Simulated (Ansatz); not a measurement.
In₁₅O₂₄Sn:
```xyz
40
Lattice="7.1872 4.1496 2.9450 -7.1872 4.1496 2.9450 0.0000 -8.2991 2.9450" Properties=species:S:1:pos:R:3 pbc="T T T"
In     0.0000     4.1496     2.9450
In    -3.5936    -2.0748     2.9450
In     3.5936    -2.0748     2.9450
In     1.5480    -5.3144     3.1382
In     1.7877     1.3148     3.1468
In     5.3764    -1.3166     5.6970
In     0.2448    -2.2056     3.1468
In    -3.8284    -3.9979     5.6970
In     2.0325    -0.8908     5.6884
In    -5.3764     1.3166     3.1382
In    -0.2448     2.2056     5.6884
In    -1.7877    -1.3148     5.6884
In     3.8284     3.9979     3.1382
In    -1.5480     5.3144     5.6970
In    -2.0325     0.8908     3.1468
O      0.0472     1.8274     7.8070
O     -0.2717     2.0503     3.4641
O     -1.5590     0.9546     1.0282
O      3.8680     1.8593     3.7094
O      5.2509    -0.7725     3.5744
O     -0.3238    -4.2795     3.7094
O      1.6062     0.8729     1.0282
O      3.5442    -2.4201     5.1258
O     -5.2509     0.7725     5.2608
O      0.3238     4.2795     5.1258
O      1.5590    -0.9546     7.8070
O     -3.8680    -1.8593     5.1258
O      0.2717    -2.0503     5.3711
O     -1.6062    -0.8729     7.8070
O      3.2944     4.1611     5.2608
O     -1.9115     0.7899     5.3711
O      1.9564    -4.9336     5.2608
O     -0.0472    -1.8274     1.0282
O     -3.2944    -4.1611     3.5744
O      1.9115    -0.7899     3.4641
O     -1.9564     4.9336     3.5744
O     -1.6398    -1.2605     3.4641
O     -3.5442     2.4201     3.7094
O      1.6398     1.2605     5.3711
Sn     0.0000     0.0000     0.0000
```

Relaxed with r²SCAN.

Q: Map the valence electron density (e/Å³), cut off at 2 on the plane through (0.500, 0.500, 0.000) spanned by u = [1, 1, 1] and v = [1, 1, -1] in lattice vectors, from plane-wave PAW r²SCAN (Ansatz code).

A: x is the fraction of u, y of v (the angle between them is 80°; rows are the nearest grid lines); atoms in the plane: In at (0.00, 0.00), In at (0.50, 0.50), O at (0.10, 0.36), O at (0.60, 0.86), O at (0.40, 0.14), O at (0.90, 0.64), Sn at (0.25, 0.25), Sn at (0.75, 0.75).
```
|@@@@=::+@@@@@=.          .=@@@@@+::=@@@@|
|=+=:.    ..::..           ..-==-:.  ..-=|
|.::-:..   .-+%#+:.    .                .|
|.+@@@@@+:.:%@@@@@@-:%@@@@@=.           .|
|  .::::.     ..:..  .=#@@#=:.           |
|                        .-%@@@@@=.      |
|                        .-@@@@@@@-.     |
|                          ..-===-::..   |
|:.:+@@@@+:..:=@@@@+:          .:*@@@@@*:|
|..:+@@@@@@-..:+@@@%=            .:=**=-.|
|   .:+#%+-.   ..:-::                .   |
|      .:+#%*-:..-@@@@@=..:+@@@@*:.      |
|      .:*@@@@+:..=@@@@@-..:-*%#+:.      |
|   .                ::-:..   .-+%#+:.   |
|.-=**=:.            =%@@@+:..-@@@@@@+:..|
|:*@@@@@*:.          :+@@@@=:..:+@@@@+:.:|
|   ..::-===-..                          |
|     .-@@@@@@@-.                        |
|      .=@@@@@%-.                        |
|           .:=#@@#=.  ..:..     .::::.  |
|.           .=@@@@@%:-@@@@@@%:.:+@@@@@+.|
|.                .    .:+#%+-.   ..:-::.|
|=-..  .:-==-..           ..::..    .:=+=|
|@@@@=::+@@@@@=.          .=@@@@@+::=@@@@|
```
Scale: ten equal steps from 0.017 (start of ' ') to 2.00 (end of '@'), in the order ' .:-=+*#%@'; x runs from 0.000 to 1.00, y from 0.000 (bottom) to 1.00 (top).

The density is the valence pseudo-density with augmentation charge, so density and ELF within about 1 Å of a nucleus are not all-electron values.

Space group R-3. The start of the workflow was typed in or built on a structure type; the Crystallography Open Database copy checked does not list it. Its standing as an ambient phase is unchecked. Symmetry was held in the r²SCAN relaxation; its stability against distortions is not shown here. Scalar-relativistic: spin–orbit coupling is off unless named, which matters more the heavier the elements.

Potentials: the later of the program's two PAW sets.
